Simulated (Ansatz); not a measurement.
Mg2Si:
```xyz
3
Lattice="0.0000 3.1629 3.1629 3.1629 0.0000 3.1629 3.1629 3.1629 0.0000" Properties=species:S:1:pos:R:3 pbc="T T T"
Si     0.0000     0.0000     0.0000
Mg     1.5815     1.5815     1.5815
Mg     4.7444     4.7444     4.7444
```

Relaxed with PBEsol. Independent-particle spectrum: no excitons, no local fields, no scissors shift; 0.1 eV broadening; ε₁ of the summed bands alone.

Tabulate the dielectric function from PBEsol in the plane-wave PAW code Ansatz.



```
E (eV)   ε₁ xx  ε₂ xx
------  ------  -----
0.0      16.99   0.00
0.3      17.19   0.00
0.6      17.80   0.00
0.9      18.95   0.00
1.2      20.91   0.00
1.5      24.37   0.00
1.8      31.91   0.06
2.1      49.45  14.64
2.4      44.65  48.11
2.7      -7.44  69.58
3.0     -16.52  26.30
3.3     -15.59  26.57
3.6     -15.61  15.14
3.9     -12.82  10.51
4.2     -10.29   7.68
4.5      -8.76   6.35
4.8      -8.27   5.24
5.1      -7.21   3.72
5.4      -6.09   2.96
5.7      -5.40   2.50
6.0      -4.75   1.97
6.3      -4.28   1.60
6.6      -3.65   1.19
6.9      -3.17   1.07
7.2      -2.82   0.91
7.5      -2.53   0.78
7.8      -2.25   0.60
8.1      -1.96   0.50
8.4      -1.71   0.42
8.7      -1.50   0.38
9.0      -1.31   0.32
9.3      -1.15   0.29
9.6      -1.01   0.24
9.9      -0.86   0.20
10.2     -0.73   0.18
10.5     -0.61   0.17
10.8     -0.51   0.16
11.1     -0.43   0.15
11.4     -0.36   0.13
11.7     -0.28   0.12
12.0     -0.21   0.11
```

From ε at 2.8 eV (xx: -22.95 + 51.57i), find n, k, the normal reflectivity and the absorption coefficient.

n = 4.09, k = 6.301, R = 75 %, α = 2kE/ħc = 1800000 cm⁻¹.

With all bands, ε∞ without local fields is 17.0.

Space group Fm-3m (fluorite or antifluorite type). The PBEsol relaxation kept the symmetry of its start.

Potentials: the later of the program's two PAW sets.
